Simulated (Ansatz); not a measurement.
Input file for Ansatz (a first-principles code):

Ansatz 0.2 input:
```yaml
crystal:
  lattice:
    - [2.9393388436, 0.0, 0.0]
    - [-1.4696694218, 2.5455421089, 0.0]
    - [0.0, 0.0, 4.6481483196]
  atoms:
    - { symbol: Ti, position: [0.3333333333, 0.6666666667, 0.75] }
    - { symbol: Ti, position: [0.6666666667, 0.3333333333, 0.25] }
kpoints:
  mp_grid: { grid: [33, 33, 19] }
hamiltonian:
  xc: pbe
  pseudopotentials: { kind: paw }
scf:
  occupations: { method: fermi_dirac, width: 0.1 }
elastic: { mode: relaxed_ion, stencil: two_point, amplitude: 0.005, f_tol: 0.0005 }
```

Output (shortened):

```
Pseudopotential: Ti, paw, valence charge 12
Functional definition: PBE
Crystal: 2 atoms, lattice volume = 34.778 Å³
Basis set: ecut = 420 eV, 687 PW (Γ), exchange–correlation on 40×40×64 points (8 copies of the dense FFT grid, shifted against one another)
Bands: 16, of which v1, the nominal top of the filled ones, is band 12 counted from 1 (11 counted from 0)
Symmetry: 24 space group operations
Space group: P63/mmc (ITA 194), of the structure as read, at distance tolerance 3.3e-5 Å
k-points: 1080 of 20691
automatic band count: the SCF goes on with 20 bands, as 16 were too few: the levels above may hold too much charge
SCF 1 converged in 8 iterations: F = -4999.369673 eV  dr2 = 4.40e-15
Crystal: 2 atoms, lattice volume = 34.605 Å³
Bands: 20, of which v1, the nominal top of the filled ones, is band 12 counted from 1 (11 counted from 0)
Symmetry: 8 space group operations
k-points: 2890 of 20691
SCF 2 converged in 9 iterations: F = -4999.369017 eV  dr2 = 2.74e-15
relax step   1: F+E_penalty+E_count = -4999.36901740 eV  Δ(F+E_penalty+E_count) = +0.000e0 eV  max|allowed force component| = 1.430e-2 eV/Å  Δτ_max = 0.0000 Å  (9 SCF iters, accepted)
Crystal: 2 atoms, lattice volume = 34.605 Å³
SCF 3 converged in 7 iterations: F = -4999.369095 eV  dr2 = 7.35e-15
relax step   2: F+E_penalty+E_count = -4999.36909465 eV  Δ(F+E_penalty+E_count) = -7.726e-5 eV  max|allowed force component| = 1.699e-4 eV/Å  Δτ_max = 0.0055 Å  (7 SCF iters, accepted)
Crystal: 2 atoms, lattice volume = 34.605 Å³
SCF 4 converged in 13 iterations: F = -4999.369095 eV  dr2 = 0.0
Crystal: 2 atoms, lattice volume = 34.952 Å³
SCF 5 converged in 9 iterations: F = -4999.369297 eV  dr2 = 1.60e-15
relax step   1: F+E_penalty+E_count = -4999.36929714 eV  Δ(F+E_penalty+E_count) = +0.000e0 eV  max|allowed force component| = 1.449e-2 eV/Å  Δτ_max = 0.0000 Å  (9 SCF iters, accepted)
Crystal: 2 atoms, lattice volume = 34.952 Å³
SCF 6 converged in 7 iterations: F = -4999.369373 eV  dr2 = 6.66e-15
relax step   2: F+E_penalty+E_count = -4999.36937336 eV  Δ(F+E_penalty+E_count) = -7.622e-5 eV  max|allowed force component| = 5.333e-4 eV/Å  Δτ_max = 0.0055 Å  (7 SCF iters, accepted)
Crystal: 2 atoms, lattice volume = 34.952 Å³
SCF 7 converged in 10 iterations: F = -4999.369373 eV  dr2 = 0.0
relax step   3: F+E_penalty+E_count = -4999.36937346 eV  Δ(F+E_penalty+E_count) = -1.040e-7 eV  max|allowed force component| = 2.381e-6 eV/Å  Δτ_max = 0.0002 Å  (10 SCF iters, accepted)
Crystal: 2 atoms, lattice volume = 34.952 Å³
SCF 8 converged in 12 iterations: F = -4999.369373 eV  dr2 = 0.0
Crystal: 2 atoms, lattice volume = 34.605 Å³
SCF 9 converged in 7 iterations: F = -4999.368870 eV  dr2 = 2.02e-15
Crystal: 2 atoms, lattice volume = 34.952 Å³
SCF 10 converged in 5 iterations: F = -4999.369458 eV  dr2 = 8.47e-14
Crystal: 2 atoms, lattice volume = 34.778 Å³
Symmetry: 4 space group operations
k-points: 5338 of 20691
SCF 11 converged in 9 iterations: F = -4999.369564 eV  dr2 = 4.49e-14
relax step   1: F+E_penalty+E_count = -4999.36956408 eV  Δ(F+E_penalty+E_count) = +0.000e0 eV  max|allowed force component| = 4.684e-5 eV/Å  Δτ_max = 0.0000 Å  (9 SCF iters, accepted)
Crystal: 2 atoms, lattice volume = 34.778 Å³
SCF 12 converged in 13 iterations: F = -4999.369564 eV  dr2 = 0.0
Crystal: 2 atoms, lattice volume = 34.778 Å³
SCF 13 converged in 9 iterations: F = -4999.369564 eV  dr2 = 6.20e-14
relax step   1: F+E_penalty+E_count = -4999.36956408 eV  Δ(F+E_penalty+E_count) = +0.000e0 eV  max|allowed force component| = 4.683e-5 eV/Å  Δτ_max = 0.0000 Å  (9 SCF iters, accepted)
Crystal: 2 atoms, lattice volume = 34.778 Å³
SCF 14 converged in 13 iterations: F = -4999.369564 eV  dr2 = 1.88e-19
SCF converged after 8 iterations
Free energy (F): -4999.369673 eV
Harris-Foulkes:  -4999.369673 eV  (|F-HF|=9.09e-13)
Internal energy: -4999.292999 eV  (E = F + TS)
E sigma→0 (E₀):  -4999.331336 eV
Entropy (-TS):   -0.076674 eV (-38.337 meV/atom)
Fermi energy:    13.343736 eV
--- Per-component energies (eV) ---
  E_band       = -315.240838
  E_kinetic    = 544.720397
  E_local      = -1627.175416  (includes V_loc(G=0)·N_el)
  E_nonlocal   = 16.113089
  E_hartree    = 668.330184
  E_xc         = -194.920267
  E_vxc        = -243.853782  (∫ρ·V_xc dr)
  E_paw        = -2095.131098  (= ΣΔE_a)
  E_vpaw       = -341.705723  (= ΣTr[D̂ρ^β])
  E_aug_tail   = 0.000231  (compensation charges beyond the density's cutoff)
  E_ewald      = -2311.230120
  E_smearing   = -0.076674  (= −TS)
  E_closure    = 0.000000  (closes the sum)
  Σ components = -4999.369673   (vs F -4999.369673, Δ=0.00e0)
--- Forces (eV/Å), atoms counted from 1 ---
  atom   1  Ti     0.00000000     0.00000000     0.00000000
  atom   2  Ti     0.00000000     0.00000000     0.00000000
  max |Σ_I F_I| component: 5.55e-17 eV/Å
--- Stress (GPa, compression-positive) ---
        0.124090       0.000000       0.000000
        0.000000       0.124090       0.000000
        0.000000       0.000000       0.267370
  P = ⅓ Tr σ = 0.1719 GPa (1.719 kbar)
--- Band table (eV; the first three rows and the last of 1080) ---
  k-point 0: bands = ["-43.4467", "-43.3084", "-20.0477", "-19.4137", "-19.4137", "-19.3357", "-19.3119", "-19.3119", "7.1800", "10.6854", "14.1381", "14.1390", "14.1390", "14.2708", "14.6408", "14.6408", "14.9904", "14.9904", "16.5294", "16.5294"]
  k-point 1: bands = ["-43.4458", "-43.3094", "-20.0430", "-19.4130", "-19.4130", "-19.3408", "-19.3126", "-19.3126", "7.2036", "10.6744", "14.0946", "14.1257", "14.1257", "14.2576", "14.6274", "14.6274", "15.0190", "15.0190", "16.5315", "16.5315"]
  k-point 2: bands = ["-43.4430", "-43.3122", "-20.0291", "-19.4109", "-19.4109", "-19.3558", "-19.3147", "-19.3147", "7.2739", "10.6387", "13.9759", "14.0918", "14.0918", "14.2184", "14.5887", "14.5887", "15.0981", "15.0981", "16.5361", "16.5361"]
  k-point 1079: bands = ["-43.2973", "-43.2973", "-19.8642", "-19.8642", "-19.6916", "-19.6725", "-19.4348", "-19.4348", "12.1038", "12.1334", "12.2920", "12.2920", "13.1443", "13.1443", "14.9937", "15.1117", "16.5283", "16.5283", "20.0980", "20.0980"]
--- Elastic constants: 3 strain directions × 2 members + reference (group order 24) ---
  dense FFT box of the reference and of every strained cell: 20×20×32
  strains applied: 11, 33, 23; error gains …
  C = ∂σ_k/∂η_j (tension-positive GPa; Voigt order 11 22 33 23 13 12):
       161.700     95.039     75.867      0.000      0.000      0.000
        95.039    161.700     75.867      0.000      0.000      0.000
        76.020     76.020    187.458      0.000      0.000      0.000
         0.000      0.000      0.000     39.967      0.000      0.000
         0.000      0.000      0.000      0.000     39.967      0.000
         0.000      0.000      0.000      0.000      0.000     33.330
  reference stress σ⁰ (GPa):     -0.124     -0.124     -0.267      0.000      0.000      0.000
  moduli (Voigt/Reuss/Hill, GPa): K = 111.63/111.60/111.62   G = 40.25/38.96/39.60   E = 106.24   ν = 0.341
  mechanically stable: yes (min eigenvalue of sym C = 33.33 GPa)
  strain η (Voigt 11):  stress-route row diagonal C_11 = 161.70 GPa, energy-path curvature d²(F+E_count+ΔE)/dδ²/Ω₀ = 161.70 GPa
         δ    σ_11 (GPa)             F (eV)   n_scf  n_hpsi   n_pw
    -5.000e-3      -0.9471       -4999.3690947      13  1116713    699   relax 2 steps, max|allowed force component| 1.70e-4 eV/Å
     5.000e-3       0.6699       -4999.3693735      12  1063624    703   relax 3 steps, max|allowed force component| 2.38e-6 eV/Å
  strain η (Voigt 33):  stress-route row diagonal C_33 = 187.46 GPa, energy-path curvature d²(F+E_count+ΔE)/dδ²/Ω₀ = 187.46 GPa
         δ    σ_33 (GPa)             F (eV)   n_scf  n_hpsi   n_pw
    -5.000e-3      -1.2165       -4999.3688700       7  324649    699   relax 0 steps, max|allowed force component| 7.40e-17 eV/Å
     5.000e-3       0.6580       -4999.3694583       5  252614    701   relax 0 steps, max|allowed force component| 2.31e-16 eV/Å
  strain η (Voigt 23):  stress-route row diagonal C_44 = 39.97 GPa, energy-path curvature d²(F+E_count+ΔE)/dδ²/Ω₀ = 40.07 GPa
         δ    σ_23 (GPa)             F (eV)   n_scf  n_hpsi   n_pw
    -5.000e-3      -0.1998       -4999.3695641      13  2067097    700   relax 1 steps, max|allowed force component| 4.68e-5 eV/Å
     5.000e-3       0.1998       -4999.3695641      13  2062653    700   relax 1 steps, max|allowed force component| 4.68e-5 eV/Å
```

Cost: about 40 core-minutes (a rough figure) on shared cores.

Space group P6_3/mmc (hcp (Mg type)). Symmetry was held in the PBE relaxation. No spin polarisation was allowed. As this level gives no gap, shear constants depend on the k-mesh and smearing (Fermi–Dirac, 0.1 eV here). Axis ratios of metals converge slowly with the k-mesh, so a and c are less sure than the volume.

Potentials: the later of the program's two PAW sets.

Ansatz is a plane-wave DFT program.
